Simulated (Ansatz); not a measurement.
## Ansatz run, LaCuSeO

The input, for Ansatz 0.2.0 (plane waves, PAW):

```yaml
crystal:
  lattice:
    - [4.06388714, 0.0, 0.0]
    - [0.0, 4.06388714, 0.0]
    - [0.0, 0.0, 8.79050707]
  atoms:
    - { symbol: Cu, position: [0.25, 0.75, 0.5] }
    - { symbol: Cu, position: [0.75, 0.25, 0.5] }
    - { symbol: La, position: [0.25, 0.25, 0.1398] }
    - { symbol: La, position: [0.75, 0.75, 0.8602] }
    - { symbol: Se, position: [0.25, 0.25, 0.6698] }
    - { symbol: Se, position: [0.75, 0.75, 0.3302] }
    - { symbol: O, position: [0.25, 0.75, 0.0] }
    - { symbol: O, position: [0.75, 0.25, 0.0] }
kpoints:
  mp_grid: { grid: [6, 6, 3], shift: [0, 0, 0] }
  band_path:
    path:
      - [0.0, 0.0, 0.0]
      - [0.0, 0.5, 0.0]
      - [0.5, 0.5, 0.0]
      - [0.0, 0.0, 0.0]
      - [0.0, 0.0, 0.5]
      - [0.0, 0.5, 0.5]
      - [0.5, 0.5, 0.5]
      - [0.0, 0.0, 0.5]
      - [0.0, 0.5, 0.0]
      - [0.0, 0.5, 0.5]
      - [0.5, 0.5, 0.0]
    npoints: 6
magnetization:
  spin_polarized: true
scf:
  occupations: { method: gaussian, width: 0.0245 }
  lower_state_search: "off"
  max_iter: 200
hamiltonian:
  pseudopotentials: { kind: paw }
  xc: r2scan
basis:
  ecutwfc: 500
  fft_grid_basis: typed
output:
  forces: true
  stress: true
  eigenvalues: true
  bader: true
  populations: true
  elf: true
  write_potential: true
  volumetric_format: npy
  dos:
    e_range: [-12, 8]
    de: 0.05
    projected: { site_lists: { Cu: [Cu], La: [La], O: [O], Se: [Se] } }
checkpoint:
  read: saved_state
```

The saved state is an earlier solution for the same cell, perhaps on another mesh. The state carries no moments; the state need not be the lowest.

Parts of the output:

```
La: projections on atomic orbitals take those of the free atom [Kr 4d10] 4f0 5s2 5p6 5d1 6s2, of charge +0.00 (hamiltonian.pseudopotentials.projection_atoms); the dataset's partial waves leave at most 1.9e-5 of an orbital's norm unspanned inside its sphere
Pseudopotentials: kind: paw
Pseudopotential: Cu, paw, valence charge 19, recommended cutoff 500 eV (meta_gga), Cu.paw.azcp
Pseudopotential: La, paw, valence charge 11, recommended cutoff 500 eV (meta_gga), La.paw.azcp
Pseudopotential: Se, paw, valence charge 16, recommended cutoff 500 eV (meta_gga), Se.paw.azcp
Pseudopotential: O, paw, valence charge 6, recommended cutoff 500 eV (meta_gga), O.paw.azcp
Functional definition: r2SCAN
  exchange = r2scan_x(k0 = k0, k1 = k1, a1 = a1)
  correlation = r2scan_c
Crystal: 8 atoms, lattice volume = 145.177 Å³
Basis set: ecut = 500 eV, 3713 PW (Γ), exchange–correlation on 120×120×288 points (64 copies of the dense FFT grid, shifted against one another)
Bands: 63, of which v1, the nominal top of the filled ones, is band 52 counted from 1 (51 counted from 0)
Symmetry: 16 space group operations
Space group: P4/nmm (ITA 129), of the structure as read, at distance tolerance 5.3e-5 Å
k-points: 20 of 108
Initial density: read from a saved state, or passed on in memory by an earlier SCF of this step, an earlier step, the calling program or the single point that the run made first
Functional: x = r2scan, c = r2scan; τ floored in thin density (d = 2e-4 eV/Å³)
SCF iter   1: F=-37897.8211 eV  Δρ=1.71e-3  dr2=4.43e-3  dr2_τ=1.91e-4  dr2_m=0.00e0  M=0.000 μB ∫|m|=0.000 μB
SCF iter   2: F=-37897.8238 eV  Δρ=1.21e-3  dr2=1.25e-3  dr2_τ=1.73e-4  dr2_m=0.00e0  M=0.000 μB ∫|m|=0.000 μB
SCF iter   3: F=-37897.8241 eV  Δρ=6.70e-4  dr2=5.96e-4  dr2_τ=6.13e-5  dr2_m=0.00e0  M=0.000 μB ∫|m|=0.000 μB
SCF iter   4: F=-37897.8245 eV  Δρ=8.65e-5  dr2=2.22e-5  dr2_τ=4.07e-7  dr2_m=0.00e0  M=0.000 μB ∫|m|=0.000 μB
SCF iter   5: F=-37897.8245 eV  Δρ=3.16e-5  dr2=3.76e-6  dr2_τ=1.17e-7  dr2_m=0.00e0  M=0.000 μB ∫|m|=0.000 μB
SCF iter   6: F=-37897.8245 eV  Δρ=8.26e-6  dr2=2.77e-7  dr2_τ=6.27e-9  dr2_m=0.00e0  M=0.000 μB ∫|m|=0.000 μB
SCF iter   7: F=-37897.8245 eV  Δρ=4.77e-6  dr2=1.07e-7  dr2_τ=8.31e-10  dr2_m=0.00e0  M=0.000 μB ∫|m|=0.000 μB
SCF iter   8: F=-37897.8245 eV  Δρ=1.70e-6  dr2=1.29e-8  dr2_τ=1.81e-10  dr2_m=0.00e0  M=0.000 μB ∫|m|=0.000 μB
Magnetization: 0.0000 μB (52.0000 up, 52.0000 down)
Absolute magnetization: 0.0000 μB (∫|ρ↑−ρ↓|)
Spin contamination: 0.0000 ħ² per cell (⟨S²⟩ above its minimum at these occupations)
Per-site moments (μB) at R_I (Å): [(0.0, 1.0400), (0.0, 1.0400), (0.0, 0.9795), (0.0, 0.9795), (0.0, 1.0400), (0.0, 1.0400), (0.0, 0.9795), (0.0, 0.9795)]
Free energy (F): -37897.8245 eV
Harris-Foulkes:  -37897.8245 eV  (|F-HF|=6.98e-10)
Internal energy: -37897.8245 eV  (E = F + TS)
E sigma→0 (E₀):  -37897.8245 eV
Fermi energy:    12.8304 eV
--- Forces (eV/Å), atoms counted from 1 ---
  atom   1  Cu     0.0000     0.0000     0.0000
  atom   2  Cu     0.0000     0.0000     0.0000
  atom   3  La     0.0000     0.0000     0.0453
  atom   4  La     0.0000     0.0000    -0.0453
  atom   5  Se     0.0000     0.0000    -0.2164
  atom   6  Se     0.0000     0.0000     0.2164
  atom   7  O      0.0000     0.0000     0.0000
  atom   8  O      0.0000     0.0000     0.0000
--- Stress (GPa, compression-positive) ---
       -0.2866       0.0000       0.0000
        0.0000      -0.2866       0.0000
        0.0000       0.0000       0.0122
  P = ⅓ Tr σ = -0.1870 GPa (-1.870 kbar)
--- Bader charges: 8 sites ---
  site symbol  charge [e]  shift [e]    m [muB]
     0     Cu      0.3488     0.0031     0.0000
     1     Cu      0.3488     0.0031     0.0000
     2     La      2.0345     0.0003     0.0000
     3     La      2.0344     0.0003     0.0000
     4     Se     -1.0391     0.0031     0.0000
     5     Se     -1.0391     0.0031     0.0000
     6      O     -1.3441     0.0003     0.0000
     7      O     -1.3441     0.0003     0.0000
```

Total energies depend on the potentials used, so only differences within one code and one set of settings carry meaning.

Origin: a database entry at a rescaled volume. Caveats: the input typed no starting moments; f levels without a U or exact exchange are poorly placed.
